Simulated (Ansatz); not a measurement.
A geometry of Cr away from equilibrium: step 2 of the relaxation of a relaxed Cr cell, doubled along one cell vector, shaken by Gaussian noise of σ = 0.08 Å a coordinate. Method: PBE (plane waves to 420 eV, PAW, scalar-relativistic; Ansatz, a first-principles code). Γ-centred k-mesh 7×14×14 on the run's cell (coarser than for final values), Fermi–Dirac smearing 0.05 eV. The plane waves were selected for a different cell earlier on the path.

```yaml
crystal:
  lattice:
    - [2.59547, -4.06145, -0.00953]
    - [1.32103, 2.04596, -0.00130]
    - [-0.00513, 0.00191, 2.25912]
  atoms:
    - { symbol: Cr, position: [0.23975, 0.50741, 0.64214] }
    - { symbol: Cr, position: [0.73953, 0.50857, 0.35785] }
```

Problem. What forces act on the atoms (eV/Å)?

Solution. 
```csv
atom,Fx,Fy,Fz
Cr1,0.01,0.01,0.98
Cr2,-0.01,-0.01,-0.98
```

The path ends in Im-3m (No. 229) (bcc (W type)). No spin polarisation in the result. A magnetic state may lie lower.

The run could not lose the symmetry of its start.

Of the parent cell (Cmmm (No. 65)): it is a generated cell of Cr: the first start was made by a random draw of sites in a space group, and the end was not matched to a known phase here, so it may be hypothetical. Known forms of Cr include space group No. 229.
